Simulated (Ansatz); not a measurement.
Given:

BP:
```cif
data_BP
_chemical_formula_sum 'P1 B1'
_space_group_name_H-M_alt 'P 1'
_space_group_IT_number 1
_cell_length_a 3.05337
_cell_length_b 3.05337
_cell_length_c 3.05337
_cell_angle_alpha 60.000
_cell_angle_beta 60.000
_cell_angle_gamma 60.000
loop_
_space_group_symop_operation_xyz
  'x, y, z'
loop_
_atom_site_label
_atom_site_type_symbol
_atom_site_fract_x
_atom_site_fract_y
_atom_site_fract_z
_atom_site_occupancy
P1 P 0.00000 0.00000 0.00000 1
B1 B 0.50000 0.50000 0.50000 1
```

This is the r²SCAN-relaxed structure.

Task: All from r²SCAN in the plane-wave PAW code Ansatz, unless another level is named. Give the electronic character.

Result: metallic (no gap).

Task: And the formation energy from the elements (no fitted shifts)?

Result: 0.72 eV/atom.

Task: Give the density of states at the Fermi level.

Result: 0.34 states/eV per atom (mean over ±0.08 eV).

Space group Fm-3m (rock salt). The start of the workflow was typed in or built on a structure type; neither database checked (COD, Materials Project) lists it. It is not the phase usual at ambient conditions (space group No. 216). The r²SCAN relaxation kept the symmetry of its start; its stability against distortions is not shown here. Its formation energy is positive at this level, so the cell may be metastable or incomplete. The references are the lowest solids computed at this level, not always the standard phases.

Potentials: the later of the program's two PAW sets.
